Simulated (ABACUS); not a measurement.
Consider a self-consistent single point of CdS (P6_3mc, 4 atoms in the cell; from Materials Project mp-672, changed as shown).

```
CELL_PARAMETERS angstrom
      4.16884     0.00000     0.00000
     -2.08442     3.61032     0.00000
      0.00000     0.00000     6.71182
ATOMIC_POSITIONS crystal
  Cd 0.66667 0.33333 0.50022
  Cd 0.33333 0.66667 0.00022
  S  0.66667 0.33333 0.87678
  S  0.33333 0.66667 0.37678
```

All values come from this method and carry its errors: PBE, numerical atomic orbitals DZP (confined pseudo-atomic orbitals with Gaussian additions; energy shift 0.01 Ry), PseudoDojo 0.5 standard norm-conserving PBE (tails mended) pseudopotentials (ABACUS).

ABACUS settings:

- basis: DZP numerical atomic orbitals, energy shift 0.01 Ry
- KPT: MP 5 5 3 0 0 0
- basis_type: lcao
- dft_functional: PBE
- ecutwfc: 100 Ry
- smearing_method: gaussian
- smearing_sigma: 0.00367493 Ry
- potentials: PseudoDojo 0.5 standard norm-conserving PBE (tails mended)
- symmetry: 1
- symmetry_prec: 1e-05
- ks_solver: scalapack_gvx
- scf_nmax: 100
- scf_thr: 1.0e-07
- mixing_type: broyden
- mixing_beta: 0.4

Q: Estimate, at this level of theory: pressure and largest force (vector length).

A: The run gave:

- Pressure: 2.04 GPa
- Largest force (vector length): 0.107 eV/Å

For comparison: a first run was changed to give this one (lattice vector c scaled by 0.99), and from it to this one the free energy goes up by 3.2 meV/atom and the pressure goes from 1.38 to 2.04 GPa.

The atom-centred basis is finite, which shifts total energies, pressures and forces against plane waves. The structure comes from a collection of computed structures, made at another level of theory; the collection holds predicted forms beside known ones.

Cost on one core: around 30 core-seconds (rough).

The atomic orbitals were generated for these runs; they are not ABACUS's published sets and were checked against plane waves on a few crystals only.

“Tails mended”: in these copies of the files the far tail of each local potential was reset to the Coulomb form.
